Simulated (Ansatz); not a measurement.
LaPd2:
```cif
data_LaPd2
_chemical_formula_sum 'La1 Pd2'
_space_group_name_H-M_alt 'P 1'
_space_group_IT_number 1
_cell_length_a 5.24560
_cell_length_b 5.24560
_cell_length_c 5.24560
_cell_angle_alpha 135.542
_cell_angle_beta 135.542
_cell_angle_gamma 64.690
loop_
_space_group_symop_operation_xyz
  'x, y, z'
loop_
_atom_site_label
_atom_site_type_symbol
_atom_site_fract_x
_atom_site_fract_y
_atom_site_fract_z
_atom_site_occupancy
La1 La 0.00000 0.00000 0.00000 1
Pd1 Pd 0.75000 0.25000 0.50000 1
Pd2 Pd 0.25000 0.75000 0.50000 1
```

Relaxed with r²SCAN.

Question: Tabulate the valence density and the electron localisation function along the shortest Pd–Pd contact (2.81 Å), plane-wave PAW r²SCAN (Ansatz code).

Answer: 

| distance from Pd (Å) | density (e/Å³) | ELF |
|---|---|---|
| 0.28 | 12.41 | 0.38 |
| 0.42 | 9.98 | 0.48 |
| 0.56 | 6.58 | 0.52 |
| 0.70 | 3.41 | 0.48 |
| 0.84 | 1.48 | 0.38 |
| 0.98 | 0.71 | 0.27 |
| 1.12 | 0.43 | 0.21 |
| 1.26 | 0.32 | 0.22 |
| 1.40 | 0.29 | 0.24 |
| 1.54 | 0.32 | 0.22 |
| 1.68 | 0.43 | 0.21 |
| 1.82 | 0.71 | 0.27 |
| 1.96 | 1.48 | 0.38 |
| 2.10 | 3.41 | 0.48 |
| 2.25 | 6.58 | 0.52 |
| 2.39 | 9.98 | 0.48 |
| 2.53 | 12.41 | 0.38 |

The density is the valence pseudo-density with augmentation charge, so density and ELF within about 1 Å of a nucleus are not all-electron values.

Space group I4/mmm. The workflow started from an entry of the Crystallography Open Database (COD). Whether it is the stable phase at ambient conditions was not checked. Symmetry was held in the r²SCAN relaxation; its stability against distortions is not shown here. The run is not spin-polarised. The volume moved by -19 % from the start of the relaxation. The volume fell by over 15 % from the filed cell, which may lack light atoms or belong to other conditions. Scalar-relativistic: spin–orbit coupling is off unless named, which matters more the heavier the elements.

Potentials: the later of the program's two PAW sets.
